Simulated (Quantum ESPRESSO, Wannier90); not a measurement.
## TiO₂ (anatase): Wannier90 run

```
TiO2
1.0
    0.00000    -3.78254     0.00000
    3.78254     0.00000     0.00000
   -1.89127     1.89127     4.80751
Ti O
2 4
Cartesian
  0.00000   0.00000   0.00000
  0.00000   1.89127   2.40375
  1.89127   0.00000  -0.41200
  0.00000   0.00000   1.99175
  0.00000   0.00000  -1.99175
  0.00000   1.89127   0.41200
```

Materials Project entry mp-390; symmetrised, unrelaxed at this level. COD (Crystallography Open Database) has the formula in 6 space groups, this one among them (matched by group alone). Computed values, not measurements, from PBEsol: Quantum ESPRESSO (norm-conserving PseudoDojo potentials, cutoff 68 Ry, no spin polarisation, no spin-orbit coupling) on a Γ-centred 4×4×4 mesh, then Wannier90. Density: 10×10×10 mesh, cold smearing 0.01 Ry.

Functional, cutoff and mesh named above are those of the base row (68); the first column says what each row takes instead. Model: 16 functions from bands 9-24, start SCDM (isolated) (the valence bands). Energies are relative to the valence-band maximum; the misfit is to pw.x on a path, for all bands of the set. Only the plane-wave cutoff changes (density cutoff four times as high). Ω_total can sit in another minimum from row to row; Ω_I of an isolated set cannot.

| ecutwfc (Ry) | Ω_I (Å²) | Ω_total (Å²) | rms misfit (meV) | gap (eV) | ΔE to highest cutoff (meV/atom) | plane waves a k-point, about (cost) | rough cost of nscf and overlaps (first row = 1) |
|---|---|---|---|---|---|---|---|
| 34 | 11.84 | 13.65 | 19 | 2.695 | 4690.9 | 1600 | 1.0 |
| 42 | 11.99 | 13.82 | 12 | 2.298 | 1817.6 | 2100 | 1.3 |
| 51 | 12.15 | 13.98 | 7.5 | 2.215 | 476.0 | 2900 | 1.6 |
| 68 | 12.21 | 14.05 | 6.8 | 2.121 | 20.3 | 4400 | 2.3 |
| 84 | 12.21 | 14.05 | 7.0 | 2.119 | ___ | 6000 | 3 |
| 105 | 12.21 | 14.05 | 6.9 | 2.119 | 0.0 | 8400 | 6 |

### Question
Fill in the missing entries.

### Answer

- 84, ΔE to highest cutoff (meV/atom): 0.2
